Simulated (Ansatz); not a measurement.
## Lattice vibrations of TlCuI3 at Γ

All numbers below come from DFT PBE, scalar-relativistic, plane waves, PAW in Ansatz. Plane waves to 420 eV; Γ-centred k mesh 8×8×8; Fermi-Dirac smearing of 0.15 eV. No spin polarisation. Phonons by linear response, acoustic sum rule imposed.

The cell, relaxed at this level:
```
CELL_PARAMETERS angstrom
5.55584 0.00000 0.00000
0.00000 5.55584 0.00000
0.00000 0.00000 5.55584
ATOMIC_POSITIONS crystal
Tl 0.50000 0.50000 0.50000
Cu 0.00000 0.00000 0.00000
I 0.50000 0.00000 0.00000
I 0.00000 0.50000 0.00000
I 0.00000 0.00000 0.50000
```

The cell was found from a structure generator's guess, not taken from experiment. In a metal, frequencies depend on the k mesh and the smearing, soft modes most. Spin–orbit coupling is left out, which matters for heavy elements.

Problem. Is this structure stable against zone-centre distortions?

Solution. No: 3 of the 12 optical modes are imaginary.

Problem. List the optical modes at Γ (i marks imaginary ones).

Solution.
```json
{"frequency (cm⁻¹)": "22i", "degeneracy": "3"}
{"frequency (cm⁻¹)": "35", "degeneracy": "3"}
{"frequency (cm⁻¹)": "62", "degeneracy": "3"}
{"frequency (cm⁻¹)": "120", "degeneracy": "3"}
```
